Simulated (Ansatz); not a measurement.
## VBiO₄: computed property card

VBiO$_{4}$:
```yaml
crystal:
  lattice:
    - [-3.65199, 3.65199, 3.20235]
    - [3.65199, -3.65199, 3.20235]
    - [3.65199, 3.65199, -3.20235]
  atoms:
    - { symbol: V, position: [0.25000, 0.75000, 0.50000] }
    - { symbol: V, position: [0.50000, 0.50000, 0.00000] }
    - { symbol: Bi, position: [0.00000, 0.00000, 0.00000] }
    - { symbol: Bi, position: [0.75000, 0.25000, 0.50000] }
    - { symbol: O, position: [0.67006, 0.48892, 0.81886] }
    - { symbol: O, position: [0.23892, 0.92006, 0.31886] }
    - { symbol: O, position: [0.67006, 0.85120, 0.18114] }
    - { symbol: O, position: [0.60120, 0.92006, 0.68114] }
    - { symbol: O, position: [0.07994, 0.39880, 0.31886] }
    - { symbol: O, position: [0.51108, 0.32994, 0.18114] }
    - { symbol: O, position: [0.07994, 0.76108, 0.68114] }
    - { symbol: O, position: [0.14880, 0.32994, 0.81886] }
```

Space group I4_1/amd (No. 141); conventional cell a = 7.3040 Å, b = 7.3040 Å, c = 6.4047 Å, α = 90.00°, β = 90.00°, γ = 90.00°.

Method: plane-wave PAW PBEsol (Ansatz code). Geometry: relaxed at this level of theory. Other levels are named where they apply.

Cell and energy:

- Volume per atom: 14.24 Å³
- Density: 6.30 g/cm³
- Formation energy from the elements (no fitted shifts): -1.97 eV/atom

Electronic structure:

- Band gap = 2.54 eV (smallest direct gap 2.54 eV)
- Valence-band maximum = on the Γ–Z line, 75 % of the way from Γ
- Conduction-band minimum = off the standard path, at k = (0.271, 0.370, -0.323) in fractions of the reciprocal vectors
- Hole effective mass with spin–orbit coupling = 0.35, 1.6, 1.6 mₑ (principal values)
- HSE06 gap on the PBEsol cell = 3.70 eV
- Gap with spin–orbit coupling = 2.34 eV

Mechanics:

Bulk modulus (Birch–Murnaghan fit): 114 GPa
Pressure derivative B′: 6.3
Elastic constants (relaxed ions, GPa): C11 = 198, C12 = 44.6, C13 = 89.1, C33 = 285, C44 = 35.6, C66 = 9.9
Mechanical stability: stable (all eigenvalues of C positive)
Hill bulk and shear moduli: 121 and 36.9 GPa
Young's modulus: 101 GPa
Poisson's ratio: 0.36
Debye temperature from the elastic constants: 335 K

Dielectric response:

Electronic dielectric constant ε∞ (DFPT): 5.20 (xx = yy), 7.00 (zz)
Static dielectric constant ε0 (ions relaxed, cell fixed): 36.8 (xx = yy), 42.2 (zz)
Born charges (a third of the trace): V +4.02, Bi +5.74, O -2.44 e

Phonons:

- Highest zone-centre frequency (without LO–TO term) = 862 cm⁻¹
- Zone-centre stability = no imaginary mode at Γ

The workflow started from a Materials Project entry (that database holds measured and hypothetical structures alike); the Crystallography Open Database files this formula in space group No. 141, but the cells were not matched. It is not the phase usual at ambient conditions (space group No. 88). The cell was relaxed with PBEsol under the symmetry of its start. No spin polarisation was allowed. No Hubbard U is applied. The references are the lowest solids computed at this level, not always the standard phases (solids in place of the gases). Spin–orbit coupling is left out wherever it is not named.

Potentials: the later of the program's two PAW sets.
